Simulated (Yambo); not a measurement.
BSE-type run in Yambo on SiC (zinc blende, space group F-43m, No. 216), at zero momentum.

Quantum ESPRESSO step (PBEsol, PseudoDojo standard norm-conserving files, scalar-relativistic):
```
&CONTROL
  calculation = 'nscf'
  pseudo_dir = './pseudo'
  outdir = './out'
/
&SYSTEM
  ibrav = 0
  nat = 2
  ntyp = 2
  ecutwfc = 82.0
  ecutrho = 328.0
  occupations = 'fixed'
  force_symmorphic = .true.
  nbnd = 15
/
&ELECTRONS
  conv_thr = 2e-09
  diago_full_acc = .true.
  diago_thr_init = 1e-08
/
ATOMIC_SPECIES
C 12.0110 C.upf
Si 28.0850 Si.upf
CELL_PARAMETERS angstrom
  0.000000000000   2.178551485000   2.178551485000
  2.178551485000   0.000000000000   2.178551485000
  2.178551485000   2.178551485000   0.000000000000
ATOMIC_POSITIONS crystal
C   0.000000000000   0.000000000000   0.000000000000
Si   0.750000000000   0.750000000000   0.750000000000
K_POINTS automatic
6 6 6 0 0 0
```

Yambo input:
```
rim_cut
optics
bse
bss
dipoles
em1s
RandQpts= 1000000
RandGvec= 1 Ry
FFTGvecs= 40 Ry
Chimod= "HARTREE"
BSKmod= "SEX"
BSEmod= "resonant"
BSSmod= "hs"
BSENGexx= 15 Ry
BSENGBlk= 4 Ry
% KfnQP_E
 1.183 | 1.0 | 1.0 |
%
% BSEQptR
 1 | 1 |
%
% BSEBands
 2 | 5 |
%
% BEnRange
 0.0 | 10.6 | eV
%
% BDmRange
 0.15 | 0.15 | eV
%
BEnSteps= 212
% BLongDir
 1.0 | 0.0 | 0.0 |
%
BSHayTrs= -0.02
BSSNEig= 24
WRbsWF
% BndsRnXs
 1 | 11 |
%
NGsBlkXs= 4 Ry
% LongDrXs
 1.0 | 1.0 | 1.0 |
%
```

From the report:

The dimension is k points × valence × conduction bands = 216 × 3 × 1 = 648.
```
   [SLEPC] Approach                          : Krylov-Schur
   [SLEPC] Number of requested eigenvalues   :  24
   [SLEPC] Number of eigenvalues        [NEV]:  24
    [K] Dimension                                    :   648
    [K] Bands                                        :   2   5
    [K] Exchange res                                 : yes
    [K] Correlation res                              : yes
    [K] W interaction is bare                        : no
    [K] RL vectors exchange                          :  169
    [K] RL vectors correlation                       :  27
    [W] Matrix size                                  :  27
    [W] Bands                                        :   1  11
    [W] Coulomb Cutoff                               : none
    [W] Hxc Kernel                                   : HARTREE
```

Geometry relaxed with PBEsol.
